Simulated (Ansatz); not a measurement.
The calculation used Ansatz 0.2.0, DFT PBE, scalar-relativistic, plane waves, PAW. Settings: cutoff 420 eV, Γ-centred meshes spaced at most about 0.3 Å⁻¹, and about 0.25 Å⁻¹ or finer for metals (2π included), Gaussian smearing. No spin polarisation in the final relaxations.

Temperature and zero-point effects are left out.

Two forms of Al5H were relaxed alike.

1.

```
CELL_PARAMETERS angstrom
2.85410 0.00000 0.00000
-1.42705 2.47172 0.00000
0.00000 0.00000 12.28973
ATOMIC_POSITIONS crystal
Al 0.33333 0.66667 0.88275
Al 0.00000 0.00000 0.69150
Al 0.33333 0.66667 0.50000
Al 0.00000 0.00000 0.30850
Al 0.33333 0.66667 0.11725
H 0.00000 0.00000 0.00000
```

2.

```
CELL_PARAMETERS angstrom
0.00000 3.88612 3.88612
3.88612 0.00000 3.88612
3.88612 3.88612 0.00000
ATOMIC_POSITIONS crystal
Al 0.35856 0.88048 0.88048
Al 0.88048 0.35856 0.88048
Al 0.88048 0.88048 0.35856
Al 0.88048 0.88048 0.88048
Al 0.50000 0.50000 0.50000
H 0.75000 0.75000 0.75000
```

**Question.** Which form is favoured at zero pressure, and by what margin per atom?

**Answer.** Cell 1 is lower, by 0.37 eV/atom. Cell 1 has space group P-6m2 (No. 187), 14.4 Å³/atom and no gap on its mesh; cell 2 has space group F-43m (No. 216), 19.6 Å³/atom and no gap. Counting Al atoms around H (those within 1.25 times the shortest such distance or 1.15 times the sum of covalent radii, 1.27 where that leaves under three; the shortest distance is added where it exceeds 1.18 times the sum of covalent radii), cell 1 has H 6 from 2.2 Å and cell 2 has H 4. The denser one is the lower, and pressure would at first widen the difference. Even the lower one lies +0.16 eV/atom against the reference forms of the elements (uncorrected), so neither is stable at this level. Both come from invented guesses.

With hydrogen, zero-point motion can shift such differences by 10 meV/atom or more. Cells relaxed within their symmetry can be saddle points.
